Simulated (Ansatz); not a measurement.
The cell is MoOSe (Janus 2H monolayer); cell and atoms were relaxed with r2SCAN. The sheet's in-plane cell has a = 3.058 Å, b = 3.058 Å (γ = 120.0°), and its outermost atoms lie 2.86 Å apart along the normal. Mo is surrounded by 3 O at 2.08 Å and 3 Se at 2.49 Å; O is surrounded by 3 Mo at 2.08 Å; Se is surrounded by 3 Mo at 2.49 Å.

```
Mo O Se
1.0
     3.05771    0.00000    0.00000
    -1.52886    2.64806    0.00000
     0.00000    0.00000   30.15497
Mo O Se
1 1 1
Direct
  0.33333 0.66667 0.30567
  0.66667 0.33333 0.34223
  0.66667 0.33333 0.24748
```
The sheet repeats along a and b alone.

The questions ask for values computed with the plane-wave code Ansatz on this geometry. No magnetic order and no zero-point or thermal motion; the cell was built from a prototype and may be hypothetical.

(1) What gap does PBE give, and where are the band edges?

(2) How does the gap change from PBE to HSE06 (6×6×1)?

(3) What does HSE06+SOC give for the gap (6×6×1 mesh)?

(4) Estimate the gap with PBE0 on 6×6×1.

(5) What does Hartree-Fock give for the gap (6×6×1 mesh)?

Answers

(1) The PBE gap is indirect, 0.79 eV (Γ to K), below the direct gap of 1.98 eV at K.

(2) HSE06 gives an indirect gap of 1.32 eV, from Γ to K; the least direct gap is 2.55 eV at K. The gap differs by +0.53 eV from PBE's.

(3) HSE06+SOC gives an indirect gap of 1.29 eV, from Γ to K; the least direct gap is 2.42 eV at K. Spin-orbit coupling itself accounts for -0.02 eV. The gap differs by +0.50 eV from PBE's.

(4) With PBE0 the valence top lies at Γ and the conduction bottom at K, 2.00 eV higher; the smallest vertical gap, at K, is 3.24 eV. The gap differs by +1.21 eV from PBE's.

(5) Hartree-Fock gives an indirect gap of 6.17 eV, from Γ to K; the least direct gap is 6.83 eV at K. The gap differs by +5.38 eV from PBE's.

Only the levels marked +SOC include spin-orbit coupling.

The meshes of the hybrids are coarse, so their gaps aren't converged to the digits shown.
